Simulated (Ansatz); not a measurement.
**Relaxing Ti$_{2}$O**

The calculation used DFT r2SCAN, scalar-relativistic, plane waves, PAW in Ansatz. Settings: 500 eV cutoff, 24×24×12 k-mesh, Gaussian smearing of 0.10 eV, no spin polarisation.

What was changed: biaxial strain in the a-b plane, c and atoms relaxed: +3.0 %.

Command:

```bash
ansatz run input.yaml --threads 1 --pin off --max-ram 2560MiB --backend cpu --events-out ev --progress --plain --runs-dir out
```

Input:

```yaml
crystal:
  lattice:
    - [3.0399778132, 0.0, 0.0]
    - [-1.5199889066, 2.6326980132, 0.0]
    - [0.0, 0.0, 4.7273523743]
  atoms:
    - { symbol: Ti, position: [0.6666666667, 0.3333333333, 0.2657087186] }
    - { symbol: Ti, position: [0.3333333333, 0.6666666667, 0.7342912814] }
    - { symbol: O, position: [0.0, 0.0, 0.0] }
basis:
  ecutwfc: 500
kpoints:
  mp_grid: { grid: [24, 24, 12] }
hamiltonian:
  xc: r2scan
scf:
  occupations: { method: gaussian, width: 0.1 }
output:
  forces: true
  stress: true
  eigenvalues: true
relax:
  adjacent_minimum: "off"
  f_tol: 0.008
  max_steps: 40
  cell: { stress_tol: 0.015, fix: [a, b, gamma] }
```

F is the free energy. Steps run on the plane waves of an earlier cell, but the last one, and at times one on the way, on a freshly chosen basis, so a repeated geometry can differ a little in energy. The held parts of the cell keep their stress, so P needn't end at zero.

Steps:

```csv
step,F − F(1) (eV),largest force component (eV/Å),V (Å³/atom),P (GPa)
1,0.0000,0.128,12.612,-7.12
2,0.0002,0.045,12.665,-7.70
3,-0.0011,0.006,12.600,-6.85
4,-0.0011,0.001,12.601,-6.85
5,-0.0011,0.001,12.601,-6.85
```

Relaxed structure:

```cif
data_structure
_symmetry_space_group_name_H-M 'P 1'
_symmetry_Int_Tables_number 1
_cell_length_a 3.0400
_cell_length_b 3.0400
_cell_length_c 4.7233
_cell_angle_alpha 90.000
_cell_angle_beta 90.000
_cell_angle_gamma 120.000
_cell_volume 37.80
loop_
_atom_site_label
_atom_site_type_symbol
_atom_site_fract_x
_atom_site_fract_y
_atom_site_fract_z
_atom_site_occupancy
Ti1 Ti 0.66667 0.33333 0.26386 1
Ti2 Ti 0.33333 0.66667 0.73614 1
O1 O 0.00000 0.00000 0.00000 1
```

Symmetry: P-3m1, No. 164, trigonal system. The conventional cell has a = 3.040 Å, b = 3.040 Å, c = 4.723 Å, α = 90.00°, β = 90.00°, γ = 120.00°. Around Ti (site symmetry 3m) lie 3 O at 2.15 Å. Around O (site symmetry -3m) lie 6 Ti at 2.15 Å.

The run converged. It took 2.7 min on 1 thread of Oxide Virtual Turin-like Processor (Zen 5) (shared host), peak memory 0.92 GiB.